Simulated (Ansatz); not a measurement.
Property card for P2W

P2W:
```
CELL_PARAMETERS angstrom
      1.57440    -5.56650     0.00000
      1.57440     5.56650     0.00000
      0.00000     0.00000     4.95509
ATOMIC_POSITIONS crystal
  P  0.07008 0.92992 0.38276
  P  0.92992 0.07008 0.88276
  P  0.79703 0.20297 0.20056
  P  0.20297 0.79703 0.70056
  W  0.40685 0.59315 0.49968
  W  0.59315 0.40685 0.99968
```

Space group Cmc2_1 (No. 36); conventional cell a = 3.149 Å, b = 11.133 Å, c = 4.955 Å, α = β = γ = 90.00°.

Method: PBEsol (plane waves, PAW; program Ansatz). The cell and atoms are relaxed at this level. Other levels are named where they apply.

**Cell and energy**

- Volume per atom: 14.48 Å³
- Density: 9.40 g/cm³
- Formation energy from the elements (no fitted shifts): -0.49 eV/atom

**Electronic structure**

Electronic character: metallic (no gap)
Density of states at the Fermi level: 0.20 states/eV per atom (mean over ±0.08 eV)
Gap with spin–orbit coupling: none (metallic)

**Mechanics**

* **Bulk modulus (Birch–Murnaghan fit)**: 2010 kbar
* **Pressure derivative B′**: 4.0

**Phonons**

- Highest zone-centre frequency: 66.7 meV
- Zone-centre stability: no imaginary mode at Γ

The first step of the workflow began from a Materials Project structure, measured or hypothetical; the Crystallography Open Database files this formula in space group No. 36, but the cells were not matched. Whether it is the stable phase at ambient conditions was not checked. The cell was relaxed with PBEsol under the symmetry of its start. The run is not spin-polarised. As this level gives no gap, phonon frequencies hold no LO–TO term and depend on the k-mesh and smearing (Fermi–Dirac, 0.1 eV here). The references are the lowest solids computed at this level, not always the standard phases. Spin–orbit coupling is left out wherever it is not named.

Potentials: the later of the program's two PAW sets.
